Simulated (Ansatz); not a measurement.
MoSe₂:
```
CELL_PARAMETERS angstrom
      3.32055     0.00000     0.00000
     -1.66027     2.87568     0.00000
      0.00000     0.00000    15.15070
ATOMIC_POSITIONS crystal
  Mo 0.33333 0.66667 0.25000
  Mo 0.66667 0.33333 0.75000
  Se 0.33333 0.66667 0.63985
  Se 0.66667 0.33333 0.13985
  Se 0.66667 0.33333 0.36015
  Se 0.33333 0.66667 0.86015
```

This is the PBE-relaxed structure.

**Question.** All from plane-wave PAW PBE (Ansatz code), unless another level is named. Predict the band gap.

**Answer.** 1.42 eV (smallest direct gap 1.43 eV).

**Question.** What about the valence-band maximum?

**Answer.** at K.

**Question.** Give the weight of the valence-edge state by species (Voronoi cells).

**Answer.** Mo 77 %, Se 23 %.

**Question.** What about the conduction-band minimum?

**Answer.** on the K–Γ line, 46 % of the way from K (6 equivalent valleys).

Space group P6_3/mmc. The PBE relaxation kept the symmetry of its start. The run is not spin-polarised. The volume lies over 15 % above that of the usual cell of this phase: another minimum, or an error of the functional. A crystal of weakly bound layers computed without a dispersion correction: the cell and the soft elastic constants depend strongly on that. Spin–orbit coupling is left out wherever it is not named.

Potentials: the later of the program's two PAW sets.
